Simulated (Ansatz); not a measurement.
AlC2N:
Space group R3m, hexagonal axes (No. 160); a = 2.938 Å, b = 2.938 Å, c = 14.347 Å, α = 90.00°, β = 90.00°, γ = 120.00°

| atom | site | symmetry | x | y | z |
|---|---|---|---|---|---|
| Al | 3a | 3m | 0.0000 | 0.0000 | 0.0016 |
| N | 3a | 3m | 0.0000 | 0.0000 | 0.8688 |
| C | 3a | 3m | 0.0000 | 0.0000 | 0.4870 |
| C | 3a | 3m | 0.0000 | 0.0000 | 0.3925 |
(The calculation used a cell of 4 atoms; values per cell refer to that cell.)

Relaxed with PBEsol.

Q: Decompose the optical modes at the zone centre into irreducible representations, and say which are infrared and Raman allowed.

A: Point group 3m: Γ_opt = 3A1 + 3E. Infrared: A1, E. Raman: A1, E.

Q: Assign frequencies (DFPT, the program Ansatz at the PBEsol level (PAW)).

A: E 596i, E 324, A1 628, E 774, A1 853, A1 1417 cm⁻¹.

The start of the workflow was typed in or built on a structure type; neither database checked (COD, Materials Project) lists it. Its standing as an ambient phase is unchecked. The cell was relaxed with PBEsol under the symmetry of its start. At this level the phase is dynamically unstable (imaginary phonons). Its formation energy is positive at this level, so the cell may be metastable or incomplete. As this level gives no gap, phonon frequencies hold no LO–TO term and depend on the k-mesh and smearing (Fermi–Dirac, 0.1 eV here).

Potentials: the earlier of the program's two PAW sets. The files were generated under PBE; for other functionals the program regenerates the frozen cores, and for LDA and PBEsol the local potential too.
